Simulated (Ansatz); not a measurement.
LuSi$_{2}$, DFT, PBEsol, PAW with Ansatz's default frozen-core files, scalar-relativistic (Ansatz 0.2.0), run on 1 thread of Intel(R) Xeon(R) 6975P-C (Granite Rapids) on a shared host.

The cell comes from COD entry 4344350, which wasn't checked; take it as a given geometry. The listed cell was then made from it by scaling, straining or moving an atom.

Command: `ansatz run input.yaml --threads 1 --pin off --max-ram 4096MiB --backend cpu --events-out ev --progress --plain --runs-dir out`

```yaml
crystal:
  lattice:
    - [3.7500020507, 0.0, 0.0]
    - [-1.8750010253, 3.2475970401, 0.0]
    - [0.0, 0.0, 3.969]
  atoms:
    - { symbol: Lu, position: [0.0, 0.0, 0.0] }
    - { symbol: Si, position: [0.3333333333, 0.6666666667, 0.5] }
    - { symbol: Si, position: [0.6666666667, 0.3333333333, 0.5] }
kpoints:
  mp_grid: { grid: [13, 13, 10] }
scf:
  occupations: { method: fermi_dirac, width: 0.05 }
hamiltonian:
  xc: pbesol
  pseudopotentials: { kind: paw }
output:
  forces: true
  stress: true
  eigenvalues: true
  efg: { contact_densities: true }
```

Problem. How large is the problem that the program sets up?

Solution. 126 irreducible k-points, 925 plane waves at Γ, 21 bands.

Problem. Estimate the wall time and the peak memory.

Solution. 5.3 s of wall time for 7 SCF iterations, with a peak of 0.52 GiB. Times on shared machines scatter by tens of per cent.

Problem. And the same cell and mesh by all-electron PAW (datasets made for this crystal), asked for forces, stress, eigenvalues, efg, on the same hardware?

Solution. 16 s, peak memory 0.83 GiB.
